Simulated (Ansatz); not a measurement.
One crystal and one scan (energy over volume and axial ratio) at two levels, PBE-D3(BJ) (plane waves to 420 eV, PAW, scalar-relativistic; Ansatz, a program for electronic structure) and r2SCAN+rVV10 (plane waves to 500 eV, PAW, scalar-relativistic; Ansatz), each from its own relaxed cell and on its own mesh. The cell shown is that of PBE-D3(BJ).

C (graphite type, space group P6_3/mmc)

```xyz
4
Lattice="2.4650 0.0000 0.0000 -1.2325 2.1347 0.0000 0.0000 0.0000 6.7289" Properties=species:S:1:pos:R:3 pbc="T T T"
C      0.0000     0.0000     1.6822
C      0.0000     0.0000     5.0466
C      0.0000     1.4232     1.6822
C      1.2325     0.7116     5.0466
```

Two coordinates are scanned: the volume, and the ratio of the stretch along z (the conventional c axis) to the stretch across it. Atoms keep their fractional coordinates.

Energies are smeared free energies. C was relaxed with its symmetry unable to fall. The PAW data are Ansatz's earlier set. With partly filled bands, the response to shear is sensitive to the k mesh, so small differences along c/a are uncertain. Percentages come from the unrounded values. Both scans cover V/V₀ from 0.920 to 1.080 and (c/a)/(c/a)₀ from 0.920 to 1.080.

```csv
quantity,PBE-D3(BJ),r2SCAN+rVV10,PBE-D3(BJ) − r2SCAN+rVV10
Lattice constant a (Å),2.465,2.455,+0.010 (+0.4 %)
Lattice constant c (Å),6.729,6.670,+0.059 (+0.9 %)
Relaxed volume (Å³/atom),8.85,8.71,+0.14 (+1.7 %)
"Modulus against c/a change at fixed volume, (3/4V)·∂²E/∂(ln c/a)² (fit, atoms clamped) (GPa)",232,233,-1 (-1 %)
```

PBE-D3(BJ) gives the higher value for: lattice constant a; lattice constant c; relaxed volume. They agree on: modulus against c/a change at fixed volume (within 1.5 %).

(A scan under strain: stresses follow from slopes of the energy per volume, elastic moduli from its curvatures.)
